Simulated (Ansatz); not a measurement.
K₂Pt (fluorite or antifluorite type, Fm-3m) at seven volumes, DFT-r²SCAN in the program Ansatz with PAW potentials, scaled uniformly. One row is withheld.

```json
[
 {"V (Å³/atom)": "32.607", "P (GPa)": "1.97"},
 {"V (Å³/atom)": "33.682", "P (GPa)": "1.20"},
 {"V (Å³/atom)": "34.757", "P (GPa)": "0.55"},
 {"V (Å³/atom)": "35.832", "P (GPa)": "0.00"},
 {"V (Å³/atom)": "36.907", "P (GPa)": "-0.47"},
 {"V (Å³/atom)": "37.982", "P (GPa)": "-0.87"},
 {"V (Å³/atom)": "39.056", "P (GPa)": "?"}
]
```

**Question.** Fit the shown pressures and predict the withheld one.

**Answer.** P = (3/2)B₀(x^(7/2) − x^(5/2))[1 + (3/4)(B′ − 4)(x − 1)] with x = (V₀/V)^(2/3). Least squares on the six rows gives V₀ = 35.829 Å³/atom, B₀ = 16.9 GPa, B′ = 4.44. At V = 39.056, x = 0.9441 and P = -1.20 GPa. The run itself gave -1.22 GPa.

The workflow started from a Materials Project entry (that database holds measured and hypothetical structures alike); the Crystallography Open Database copy checked does not list it. Its standing as an ambient phase is unchecked. The r²SCAN relaxation kept the symmetry of its start; its stability against distortions is not shown here. No spin polarisation was allowed. Scalar-relativistic: spin–orbit coupling is off unless named, which matters more the heavier the elements.

Potentials: the later of the program's two PAW sets.
